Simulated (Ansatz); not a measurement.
The relaxed structure here is a generated cell of InSe: the first start was made by placing the elements on the sites of a structure type, and the end was not matched to a known phase here, so it may be hypothetical. Known forms of InSe include space group No. 194.

One stationary structure of InSe. The numbers are results of PBEsol (plane waves to 420 eV, PAW, scalar-relativistic; Ansatz, a quantum-chemistry and plane-wave program), not measurements.

```
CELL_PARAMETERS angstrom
      0.00000     3.23244     3.23244
      3.23244     0.00000     3.23244
      3.23244     3.23244     0.00000
ATOMIC_POSITIONS crystal
  In 0.25000 0.25000 0.25000
  Se 0.00000 0.00000 0.00000
```

Task: Find the space group and the Wyckoff positions (tolerance 0.01 Å).

Result: Space group F-43m (No. 216); a = b = c = 6.4649 Å, α = β = γ = 90.00°

```
atom  site  symmetry       x       y       z
----  ----  --------  ------  ------  ------
In      4d      -43m  0.7500  0.7500  0.7500
Se      4a      -43m  0.0000  0.0000  0.0000
```

This is the zinc blende type.

Task: Give the shortest distances between elements (the closest pairs, up to four, under 3.6 Å).

Result: In–Se 2.80 Å.

```yaml
volume_per_atom: 33.77 Å³
band_gap: zero (metallic)
```

No spin polarisation in the result. The relaxed primitive cell holds an odd number of electrons. A magnetic state may lie lower.

The run could not lower the symmetry of its start; a shaken copy of this end point relaxes with PBEsol to P3m1 (No. 156), 0.16 eV/atom lower.
